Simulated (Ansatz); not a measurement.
**Surface calculation: fcc Pd (110), 3 layers**

The slab is cut from the fcc crystal, the stable phase, as relaxed on PAW files (15.36 Å³/atom), with 16 Å of vacuum and a dipole correction:

```yaml
crystal:
  lattice:
    - [2.79032, 0.00000, 0.00000]
    - [0.00000, 3.94610, 0.00000]
    - [0.00000, 0.00000, 18.79030]
  atoms:
    - { symbol: Pd, position: [0.00000, 0.00000, 0.42575] }
    - { symbol: Pd, position: [0.50000, 0.50000, 0.50000] }
    - { symbol: Pd, position: [0.00000, 0.00000, 0.57425] }
```

All numbers are PBE results (scalar-relativistic) from Ansatz 0.2.0, with a Γ-centred 12×8×1 k mesh, Fermi–Dirac smearing of 0.1 eV, no spin polarisation. Methods: LAPW: all electrons, basis error target 1 meV/atom; PAW: frozen-core files, cutoff 420 eV.

The bulk energy comes from a cell in the slab's orientation on a 12×8×12 mesh. The surface energy is (E(slab) − N·E(bulk))/2A at zero smearing, the mean of both faces; thin slabs carry quantum-size effects.

Problem. As cut, the LAPW slab lies 2.277 eV above 3 atoms of bulk. What surface energy is that?

Solution. Over two faces of 11.01 Å² it is 103.4 meV/Å², and times 16.02 J/m² per eV/Å² that gives γ = 1.656 J/m².

Problem. What do relaxation and the other method give, and what work function comes out?

Solution. 

| method | γ as cut (J/m²) | γ relaxed (J/m²) | Φ as cut (eV) | Φ relaxed (eV) |
| --- | --- | --- | --- | --- |
| LAPW | 1.656 | 1.623 | 4.73 | 4.66 |
| PAW | 1.653 | 1.620 | 4.73 | 4.65 |

Problem. How do the spacings between the planes relax?

Solution. From the bottom face up: d12 -5.2 % of 1.395 Å, d23 -5.2 % of 1.395 Å.

Problem. What changes if relativity is switched off, at the same positions?

Solution. LAPW then gives: no gap, work function 4.42 eV.

Problem. What changes if the vacuum is set to 22 Å?

Solution. LAPW then gives: no gap, work function 4.66 eV; PAW: no gap, work function 4.65 eV.

Problem. A 3d core hole is made on one atom of each kind in every 1×1 cell (PAW hole dataset, neutral cell, valence without spin). What does it cost by layer?

Solution. layer 1 334.20 eV, layer 2 334.54 eV. Shifts between layers mean more than the absolute values, and a whole layer of holes screens otherwise than one hole.
